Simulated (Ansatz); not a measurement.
ScTi$_{3}$C (anti-perovskite, Pm-3m), PBEsol (plane waves, PAW; program Ansatz), all energies at zero smearing, with the estimated change up to a 700 eV cutoff added, with one set of potentials and settings (totals compare only within such a set). Cell of 5 atoms (1 Sc, 3 Ti, 1 C): -9781.110 eV.

```csv
element,reference phase,E (eV/atom)
Sc,"P6_3/mmc, 2 atoms in the cell",-2111.3717
Ti,"P6/mmm, 3 atoms in the cell",-2473.9163
C,"P6_3/mmc, 4 atoms in the cell",-246.6953
```

Formation energy per atom, worked out: (-9781.110 − 1×(-2111.3717) − 3×(-2473.9163) − 1×(-246.6953))/5 = -0.259 eV/atom (-25 kJ per mol of atoms), at 0 K, without zero-point energy or fitted corrections.

The start of the workflow was typed in or built on a structure type; neither database checked (COD, Materials Project) lists it. Whether it is the stable phase at ambient conditions was not checked. Symmetry was held in the PBEsol relaxation; its stability against distortions is not shown here. No spin polarisation was allowed. The references are the lowest solids computed at this level, not always the standard phases.

Potentials: the earlier of the program's two PAW sets. The files were generated under PBE; for other functionals the program regenerates the frozen cores, and for LDA and PBEsol the local potential too.
